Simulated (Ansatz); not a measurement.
CaB₂C₂:
```xyz
10
Lattice="-2.6727 2.6727 3.6963 2.6727 -2.6727 3.6963 2.6727 2.6727 -3.6963" Properties=species:S:1:pos:R:3 pbc="T T T"
Ca     0.0000     0.0000     5.5444
Ca     0.0000     0.0000     1.8481
B      1.9321    -0.7406     3.6963
B      0.7406     3.4133     0.0000
B      0.7406     1.9321     3.6963
B      1.9321     0.7406     0.0000
C      1.8195     0.8532     3.6963
C      0.8532     1.8195     0.0000
C     -0.8532     1.8195     3.6963
C      3.5259     0.8532     0.0000
```

Relaxed with r²SCAN. Special points in fractions of this cell's reciprocal vectors: Γ (0.000, 0.000, 0.000); X (0.000, 0.000, 0.500); P (0.250, 0.250, 0.250); N (0.000, 0.500, 0.000); M (0.500, 0.500, -0.500); S (0.381, 0.619, -0.381); S0 (-0.381, 0.381, 0.381); R (-0.261, 0.261, 0.500); G (0.500, 0.500, -0.261).

Problem. List the band energies nearest the valence-band maximum at these points for the program Ansatz at the r²SCAN level (PAW).

Solution. In eV from the valence-band maximum; about four levels below and three above (degenerate sets whole), none deeper than 8.9 eV; points with the same levels are listed once.

```
k                          below                above
-  -----------------------------  -------------------
Γ  -1.64 -1.64 -0.65 -0.36 -0.36  2.04 3.34 4.09 4.09
X        -2.75 -2.20 -1.85 -0.36       2.92 3.00 5.58
P        -2.03 -2.03 -1.71 -1.71  3.75 3.75 4.29 4.29
N        -1.68 -1.68 -0.68 -0.68  2.15 2.15 4.75 4.75
M        -0.84 -0.49 -0.49 -0.34  0.72 3.55 4.36 4.36
S        -1.04 -0.92 -0.70 -0.59       1.62 3.09 3.96
R        -1.98 -1.06 -0.82 -0.75       2.46 3.45 4.16
```

Space group I4/mcm. The first step of the workflow began from a Materials Project structure, measured or hypothetical; the Crystallography Open Database copy checked does not list it. With B and C taken as one species the cell has the higher symmetry P4/mmm, so it may be an ordered model of a mixed-site phase. Whether it is the stable phase at ambient conditions was not checked. The r²SCAN relaxation kept the symmetry of its start; whether a distortion lowers the energy is not shown.

Potentials: the later of the program's two PAW sets.
